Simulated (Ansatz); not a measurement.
Here is the system:

ZrOs:
```
CELL_PARAMETERS angstrom
      3.24709     0.00000     0.00000
      0.00000     3.24709     0.00000
      0.00000     0.00000     3.24709
ATOMIC_POSITIONS crystal
  Zr 0.50000 0.50000 0.50000
  Os 0.00000 0.00000 0.00000
```

This is the PBEsol-relaxed structure.

All from plane-wave PAW PBEsol (Ansatz code), unless another level is named. Predict the density of states at the Fermi level.

0.21 states/eV per atom (mean over ±0.08 eV).

Next, the formation energy from the elements (no fitted shifts)?

-0.52 eV/atom.

And the gap with spin–orbit coupling?

none (metallic).

Space group Pm-3m (CsCl type). The workflow started from a Materials Project entry (that database holds measured and hypothetical structures alike); the Crystallography Open Database files this formula in space group No. 221, but the cells were not matched. Whether it is the stable phase at ambient conditions was not checked. Symmetry was held in the PBEsol relaxation; of distortions, only those at the zone centre were tested. The run is not spin-polarised. The references are the lowest solids computed at this level, not always the standard phases. Spin–orbit coupling is left out wherever it is not named.

Potentials: the later of the program's two PAW sets.
